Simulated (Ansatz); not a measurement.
SiB6 — 11B NMR of the central transition

Cell: an entry of the Crystallography Open Database (COD), ions relaxed with PBE at fixed cell.

Space group Pm-3m (No. 221); a = 4.1300 Å.

```csv
site,Wyckoff,site symmetry,x,y,z
Si,1a,m-3m,0.0000,0.0000,0.0000
B,6f,4m.m,0.2002,0.5000,0.5000
```

One atom of each set is listed.

The numbers come from a DFT calculation in Ansatz (r2SCAN, plane waves and PAW, scalar-relativistic, 500 eV cutoff, Γ-centred 7×7×7 k-points, Fermi–Dirac smearing 0.05 eV).

11B has I = 3/2 and Q = 40.59 mb (Pyykkö 2018); at 7.05 T its Larmor frequency is ν₀ = 96.3 MHz. Only the quadrupole interaction is simulated: positions count from each site's isotropic chemical shift, and J coupling is left out, as are shift anisotropy and dipolar coupling, which fast spinning averages.

Simulated pattern of one B site (fast magic-angle spinning, Gaussian broadening 0.04 kHz):

(offset (kHz), height): (-1.739, 0), (-1.687, 1), (-1.636, 4), (-1.585, 4), (-1.534, 4), (-1.483, 5), (-1.431, 5), (-1.380, 5), (-1.329, 5), (-1.278, 5), (-1.227, 5), (-1.175, 5), (-1.124, 6), (-1.073, 25), (-1.022, 76), (-0.971, 48), (-0.919, 38), (-0.868, 34), (-0.817, 32), (-0.766, 31), (-0.715, 31), (-0.663, 30), (-0.612, 31), (-0.561, 32), (-0.510, 33), (-0.459, 36), (-0.407, 40), (-0.356, 47), (-0.305, 63), (-0.254, 100), (-0.203, 14), (-0.151, 0)

Problem. Which |C_Q| and η does the pattern imply?

Solution. The pattern spans 1.43 kHz before broadening and its centre of gravity is at -0.669 kHz, which fixes P_Q; the places of the horns and steps fix η. That gives P_Q = 1.61 MHz, |C_Q| = 1.61 MHz and η = 0.00. The sign of C_Q can't be read from the pattern.

An axis of threefold or higher order runs through B, so V_zz lies along it and η is zero.

With a gap of 0.15 eV under a smearing of 0.05 eV the band edges are partly filled, so small gradients can hang on the smearing and the k-mesh.

Hardware: 1 thread of Arm Neoverse V1 (aarch64; 28 cores open to the job, memory cap 3.0 GiB, no GPU), a shared host with a load of 0.9 a core. Wall time 7.2 s, CPU time 7.2 s, peak memory 0.47 GiB.
